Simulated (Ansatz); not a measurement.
Level of theory: Ansatz 0.2.0, DFT PBE, scalar-relativistic, plane waves, PAW. Settings: cutoff 420 eV, Γ-centred meshes spaced at most about 0.3 Å⁻¹, and about 0.25 Å⁻¹ or finer for metals (2π included), Gaussian smearing. No spin polarisation in the final relaxations.

Temperature and zero-point effects are left out.

Two relaxed structures of Li7As:

A.

```xyz
8
Lattice="0.0000 4.0972 4.0972 4.0972 0.0000 4.0972 4.0972 4.0972 0.0000" Properties=species:S:1:pos:R:3 pbc="T T T"
Li    0.0000    2.0486    2.0486
Li    4.0972    2.0486    2.0486
Li    2.0486    0.0000    2.0486
Li    2.0486    4.0972    2.0486
Li    2.0486    2.0486    0.0000
Li    2.0486    2.0486    4.0972
Li    0.0000    0.0000    0.0000
As    4.0972    4.0972    4.0972
```

B.

```xyz
8
Lattice="0.0000 5.2137 5.2137 5.2137 0.0000 5.2137 5.2137 5.2137 0.0000" Properties=species:S:1:pos:R:3 pbc="T T T"
Li    7.6256    5.2137    5.2137
Li    2.8017    5.2137    5.2137
Li    5.2137    7.6256    5.2137
Li    5.2137    2.8017    5.2137
Li    5.2137    5.2137    7.6256
Li    5.2137    5.2137    2.8017
Li    0.0000    0.0000    0.0000
As    5.2137    5.2137    5.2137
```

Question: Which would you expect to be lower, and how large is the difference?

Answer: A is lower, by 239 meV/atom. A has space group Fm-3m (No. 225), 17.2 Å³/atom and no gap on its mesh; B has space group Fm-3m (No. 225), 35.4 Å³/atom and no gap. Counting Li atoms around As (those within 1.25 times the shortest such distance or 1.15 times the sum of covalent radii), A has As 12 and B has As 6. The denser one is the lower, and pressure would at first widen the difference. In A, Li on a site of symmetry mmm is surrounded by 10 Li at 2.90 Å and 2 As at 2.90 Å; around Li on a site of symmetry m-3m lie 12 Li at 2.90 Å; As has 12 Li at 2.90 Å. In B, around Li on a site of symmetry 4mm lie 1 As at 2.41 Å and 1 Li at 2.80 Å; Li on a site of symmetry m-3m has 6 Li at 2.80 Å; As has 6 Li at 2.41 Å. Both come from invented guesses.

Cells relaxed within their symmetry can be saddle points.
